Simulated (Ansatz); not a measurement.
AgI:
```
CELL_PARAMETERS angstrom
      4.48568     0.00000     0.00000
     -2.24284     3.88471     0.00000
      0.00000     0.00000     7.33908
ATOMIC_POSITIONS crystal
  Ag 0.33333 0.66667 0.00262
  Ag 0.66667 0.33333 0.50262
  I  0.33333 0.66667 0.37728
  I  0.66667 0.33333 0.87728
```

Relaxed with LDA. Special points in fractions of this cell's reciprocal vectors: Γ (0.000, 0.000, 0.000); M (0.500, 0.000, 0.000); K (0.333, 0.333, 0.000); A (0.000, 0.000, 0.500); L (0.500, 0.000, 0.500); H (0.333, 0.333, 0.500).

Problem. List the band energies nearest the valence-band maximum at these points for the program Ansatz at the LDA level (PAW).

Solution. In eV from the valence-band maximum; about four levels below and three above (degenerate sets whole), none deeper than 8.9 eV; points with the same levels are listed once.

```tsv
k	below	above
Γ	-0.83 -0.83 -0.09 0.00 0.00	1.09 2.39 5.54 5.54
M	-2.52 -2.05 -1.23 -0.83	3.17 3.33 4.54
K	-2.89 -2.89 -1.77 -1.77 -1.55	3.99 4.53 4.53
A	-0.43 -0.43 -0.43 -0.43	2.46 2.46 5.46 5.46
L	-1.44 -1.44 -1.43 -1.43	2.99 2.99 4.65 4.65
H	-2.24 -2.24 -1.31 -1.31	3.78 3.78 5.42 5.42
```

Space group P6_3mc (wurtzite). The cell was relaxed with LDA under the symmetry of its start. No spin polarisation was allowed. Scalar-relativistic: spin–orbit coupling is off unless named, which matters more the heavier the elements.

Potentials: the earlier of the program's two PAW sets. The files were generated under PBE; for other functionals the program regenerates the frozen cores, and for LDA and PBEsol the local potential too.
